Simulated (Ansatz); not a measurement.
MoS2: computed property card

MoS2:
```yaml
crystal:
  lattice:
    - [3.17714, 0.00000, 0.00000]
    - [-1.58857, 2.75148, 0.00000]
    - [0.00000, 0.00000, 12.58084]
  atoms:
    - { symbol: Mo, position: [0.00000, 0.00000, 0.25000] }
    - { symbol: Mo, position: [0.00000, 0.00000, 0.75000] }
    - { symbol: S, position: [0.33333, 0.66667, 0.37335] }
    - { symbol: S, position: [0.66667, 0.33333, 0.62665] }
    - { symbol: S, position: [0.66667, 0.33333, 0.87335] }
    - { symbol: S, position: [0.33333, 0.66667, 0.12665] }
```

Space group P6_3/mmc (No. 194); conventional cell a = 3.177 Å, b = 3.177 Å, c = 12.581 Å, α = 90.00°, β = 90.00°, γ = 120.00°.

Method: plane-wave PAW r²SCAN+D4 (Ansatz code). Structure relaxed to zero pressure with the same functional. Other levels are named where they apply.

**Cell and energy**

```json
{
  "volume_per_atom": "18.33 Å³",
  "density": "4.83 g/cm³",
  "Formation energy from the elements (no fitted shifts)": "-0.99 eV/atom"
}
```

**Electronic structure**

```json
{
 "band_gap": "1.05 eV (indirect)",
 "valence_band_maximum": "at Γ",
 "conduction_band_minimum": "at K (2 equivalent valleys)",
 "smallest_direct_gap_on_the_standard_path": "1.77 eV",
 "electron_effective_mass": "0.48, 0.48, 24 mₑ (principal values)",
 "Electron effective mass with spin–orbit coupling": "0.47, 0.47, 22 mₑ (principal values)",
 "hole_effective_mass": "0.78 mₑ (isotropic)",
 "Hole effective mass with spin–orbit coupling": "0.78 mₑ (isotropic)",
 "HSE06 gap on the r²SCAN+D4 cell": "1.45 eV",
 "Gap with spin–orbit coupling": "1.04 eV"
}
```

**Mechanics**

```json
{
 "Bulk modulus (Birch–Murnaghan fit)": "31.2 GPa",
 "Pressure derivative B′": "13.3",
 "Elastic constants (relaxed ions, GPa)": "C11 = 227, C12 = 61.9, C13 = 12.3, C33 = 35.3, C44 = 8.8",
 "mechanical_stability": "stable (all eigenvalues of C positive)"
}
```

**Dielectric response**

```json
{
 "Electronic dielectric constant ε∞ (DFPT)": "14.6 (xx = yy), 5.48 (zz)",
 "Static dielectric constant ε0 (ions relaxed, cell fixed)": "14.7 (xx = yy), 5.50 (zz)",
 "Born charges (a third of the trace)": "Mo -0.70, S +0.35 e"
}
```

**Phonons**

```json
{
  "Highest zone-centre frequency (without LO–TO term)": "476 cm⁻¹",
  "zone_centre_stability": "no imaginary mode at Γ",
  "dynamical_stability_on_the_path": "stable (no imaginary branch)",
  "zero_point_energy": "55.0 meV/atom",
  "Vibrational entropy at 300 K": "20.9 J/(K·mol of atoms)"
}
```

**Charges**

```json
{
  "bader_charges": "Mo +1.32, S -0.66 e"
}
```

The first step of the workflow began from a Materials Project structure, measured or hypothetical. Its sites differ from those of the usual phase in this space group: another stacking or structure type. The r²SCAN+D4 relaxation kept the symmetry of its start. No spin polarisation was allowed. The references are the lowest solids computed at this level, not always the standard phases. Scalar-relativistic: spin–orbit coupling is off unless named, which matters more the heavier the elements.

Potentials: the earlier of the program's two PAW sets. The files were generated under PBE; for other functionals the program regenerates the frozen cores, and for LDA and PBEsol the local potential too.
